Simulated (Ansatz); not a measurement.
# P: computed property card

P:
```
P
1.0
    2.42172     0.00000     0.00000
    0.00000     2.42172     0.00000
    0.00000     0.00000     2.42172
P
1
Cartesian
  0.00000   0.00000   0.00000
```

Space group Pm-3m (No. 221), simple cubic; conventional cell a = 2.422 Å, b = 2.422 Å, c = 2.422 Å, α = 90.00°, β = 90.00°, γ = 90.00°.

Method: DFT-r²SCAN+D4 in the program Ansatz with PAW potentials. Geometry: relaxed at this level of theory. Other levels are named where they apply.

**Cell and energy**

Volume per atom: 14.20 Å³
Density: 3.62 g/cm³

**Electronic structure**

- Electronic character: metallic (no gap)
- Density of states at the Fermi level: 0.30 states/eV per atom (mean over ±0.08 eV)

**Mechanics**

- Bulk modulus (Birch–Murnaghan fit) = 128 GPa
- Pressure derivative B′ = 5.0
- Elastic constants (relaxed ions, GPa) = C11 = 307, C12 = 34.9, C44 = 83.7
- Mechanical stability = stable (all eigenvalues of C positive)
- Hill bulk and shear moduli = 126 and 102 GPa
- Young's modulus = 240 GPa
- Poisson's ratio = 0.18
- Debye temperature from the elastic constants = 718 K

**Phonons**

- Dynamical stability on the path = stable (no imaginary branch)
- Zero-point energy = 46.1 meV/atom
- Vibrational entropy at 300 K = 22.7 J/(K·mol of atoms)

This is a known high-pressure phase of the composition, computed here at zero pressure and temperature. The r²SCAN+D4 relaxation kept the symmetry of its start. The volume moved by -29 % from the start of the relaxation. As this level gives no gap, shear constants depend on the k-mesh and smearing (Fermi–Dirac, 0.1 eV here). As this level gives no gap, phonon frequencies hold no LO–TO term and depend on the k-mesh and smearing (Fermi–Dirac, 0.1 eV here).

Potentials: the later of the program's two PAW sets.
